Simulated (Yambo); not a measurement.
Optical response of SnF3

```xyz
8
Lattice="0.0000 4.3805 4.3805 4.3805 0.0000 4.3805 4.3805 4.3805 0.0000" Properties=species:S:1:pos:R:3 pbc="T T T"
F      4.3805     6.3842     4.3805
F      4.3805     2.3769     4.3805
F      2.3769     4.3805     4.3805
F      6.3842     4.3805     4.3805
F      4.3805     4.3805     6.3842
F      4.3805     4.3805     2.3769
Sn     4.3805     4.3805     4.3805
Sn     0.0000     0.0000     0.0000
```

Yambo, RPA with local fields on PBEsol bands; 4×4×4 mesh, 131 bands, 3 Ry local-field block, 0.2 eV broadening; field along x.

```tsv
E (eV)	Im ε	Re ε	Im ε, independent particles
0.0	0.00	2.59	0.00
0.4	0.01	2.59	0.01
0.8	0.02	2.62	0.02
1.1	0.03	2.66	0.03
1.5	0.04	2.72	0.05
1.9	0.07	2.82	0.08
2.2	0.11	2.97	0.14
2.6	0.21	3.23	0.27
3.0	0.57	3.74	0.79
3.4	1.94	3.90	2.73
3.8	2.75	1.31	2.87
4.1	0.69	1.22	0.74
4.5	0.35	1.92	0.43
4.9	0.53	2.41	0.77
5.2	0.63	2.61	0.98
5.6	1.10	2.50	1.63
6.0	1.63	2.88	2.87
6.4	1.58	1.59	1.69
6.8	1.46	2.02	1.30
7.1	1.60	1.71	1.20
7.5	1.22	1.57	0.82
7.9	1.38	1.61	1.19
8.2	1.25	1.64	1.28
8.6	1.82	1.50	1.82
9.0	1.42	0.87	1.37
9.4	1.58	0.90	1.40
9.8	0.91	0.54	0.80
10.1	0.66	0.76	0.67
10.5	0.59	1.05	0.71
10.9	0.76	1.22	0.83
11.2	0.74	0.94	0.71
11.6	0.54	1.07	0.78
12.0	0.63	1.18	0.98
12.4	0.68	1.22	1.06
12.8	0.69	1.15	0.99
13.1	0.65	1.12	1.04
13.5	0.66	1.12	0.74
13.9	0.61	1.19	0.77
14.2	0.64	1.10	0.71
14.6	0.62	1.20	0.79
15.0	0.64	1.20	0.84
15.4	0.76	1.23	1.06
15.8	0.79	0.96	1.00
16.1	0.64	1.01	0.87
16.5	0.59	1.03	0.75
16.9	0.65	1.14	0.83
17.2	0.75	1.04	0.90
17.6	0.67	0.88	0.73
18.0	0.58	0.85	0.65
18.4	0.49	0.84	0.57
18.8	0.44	0.95	0.55
19.1	0.40	1.02	0.53
19.5	0.49	1.09	0.67
19.9	0.56	1.06	0.72
```

Structure narrower than a few tenths of an eV can come from the finite k mesh. Convergence of the RPA response with its 4×4×4 mesh was not tested. No excitonic effects at this level.

Spin-orbit coupling is not included.

Geometry relaxed with PBE+D3(BJ).
